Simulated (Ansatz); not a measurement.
Polymorphs of NbRh, each relaxed with r²SCAN in the plane-wave PAW code Ansatz:

A: L1₀ or tetragonal B2 (P4/mmm)
a = b = 2.8486 Å, c = 3.8522 Å, α = β = γ = 90.00°

```
atom  site  symmetry       x       y       z
----  ----  --------  ------  ------  ------
Rh      1d     4/mmm  0.5000  0.5000  0.5000
Nb      1a     4/mmm  0.0000  0.0000  0.0000
```

B: Pmma
a = 4.577 Å, b = 2.812 Å, c = 4.890 Å, α = 90.00°, β = 90.00°, γ = 90.00°

| atom | site | symmetry | x | y | z |
|---|---|---|---|---|---|
| Nb | 2e | mm2 | 0.2500 | 0.0000 | 0.1996 |
| Rh | 2f | mm2 | 0.2500 | 0.5000 | 0.6889 |

Question: Put the candidates in order of energy per atom at 0 K, lowest first, for r²SCAN.

Answer: A (+0 meV/atom), B (+24 meV/atom)

Standing as an ambient phase not checked: A; B. All cells were relaxed under the symmetry of their starts (and spin orders); stability against distortions was not tested throughout. Rows with no word on spin ran without spin polarisation. Scalar-relativistic: spin–orbit coupling is off unless named, which matters more the heavier the elements.

Energies hold the estimated change up to a 700 eV cutoff; steps of a few meV lie near the error of the meshes.

Potentials: the later of the program's two PAW sets.
